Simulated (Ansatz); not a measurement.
The relaxed structure here is a generated cell of Cr: the first start was made by placing the elements on the sites of a structure type, and the end was not matched to a known phase here, so it may be hypothetical. Known forms of Cr include space group No. 229.

A relaxed cell of Cr (Pm-3m (No. 221)), relaxed on a k-mesh at least as fine as the one used below. Method: r2SCAN (plane waves to 500 eV, PAW, scalar-relativistic; Ansatz, a program for electronic structure). Γ-centred k-mesh 7×14×14 on the run's cell (coarser than for final values), Fermi–Dirac smearing 0.05 eV.

```
Cr
1.0
    4.64007     0.00000     0.00000
    0.00000     2.32003     0.00000
    0.00000     0.00000     2.32003
Cr
2
Direct
  0.00000   0.00000   0.00000
  0.50000   0.00000   0.00000
```

The atoms are displaced by (Å):

```tsv
atom	ux	uy	uz
Cr1	0.065	-0.143	0.082
Cr2	0.018	-0.096	-0.111
```

What forces (eV/Å) and pressure result?


```json
[
 {"atom": "Cr1", "Fx": "-0.40", "Fy": "-0.17", "Fz": "0.61"},
 {"atom": "Cr2", "Fx": "0.40", "Fy": "0.17", "Fz": "-0.61"}
]
```

Pressure -0.4 GPa.

The undisplaced cell is probably no minimum: from this displacement the run went on to Im-3m (No. 229), 1.08 eV/atom below it.

No spin polarisation in the result: the starting moments vanished. A magnetic state may lie lower.
